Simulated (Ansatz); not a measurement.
The relaxed structure here is a generated cell of Cu: the first start was made by placing the elements on the sites of a structure type, and the end was not matched to a known phase here, so it may be hypothetical. Known forms of Cu include space group No. 225.

A relaxed cell of Cu (P6₃/mmc (No. 194)), relaxed on a k-mesh at least as fine as the one used below. Calculation: PBEsol (plane waves to 420 eV, PAW, scalar-relativistic; Ansatz, a first-principles code). Γ-centred k-mesh 15×15×4 on the run's cell (coarser than for final values), Fermi–Dirac smearing 0.05 eV.

```
CELL_PARAMETERS angstrom
      2.51157     0.00000     0.00000
     -1.25578     2.17508     0.00000
      0.00000     0.00000     8.28870
ATOMIC_POSITIONS crystal
  Cu 0.33333 0.66667 0.12500
  Cu 0.33333 0.66667 0.62500
  Cu 0.66667 0.33333 0.37500
  Cu 0.66667 0.33333 0.87500
```

Every atom was then displaced, and the forces became (eV/Å):

| atom | Fx | Fy | Fz |
|---|---|---|---|
| Cu1 | -0.07 | 0.18 | -1.51 |
| Cu2 | 0.11 | 0.01 | 0.03 |
| Cu3 | -0.01 | -0.26 | 1.64 |
| Cu4 | -0.02 | 0.07 | -0.16 |

Task: Which atom was moved farthest relative to the others, and in which direction?

Result: Cu3, by (0.02, 0.12, -0.11) Å (0.17 Å, mean shift removed); the next is Cu1 with 0.11 Å. Its force makes an angle of 142° with its move.

All displacements (Å):

| atom | ux | uy | uz |
|---|---|---|---|
| Cu1 | 0.042 | -0.066 | 0.043 |
| Cu2 | -0.089 | -0.022 | -0.074 |
| Cu3 | 0.019 | 0.100 | -0.164 |
| Cu4 | 0.016 | -0.103 | -0.001 |

Task: Estimate the energy cost of the displacement in the harmonic approximation and compare with the calculation.

Result: For a harmonic well ΔE = −½ Σ F·u = 0.197 eV a cell, or 49 meV/atom. The calculated energy relative to the undisplaced cell is +0.04 eV/atom, so the harmonic estimate holds well.

No spin polarisation in the result.

The run that gave the undisplaced cell could not lose the symmetry of its start; a randomly shaken copy of 4 atoms returns to this structure.
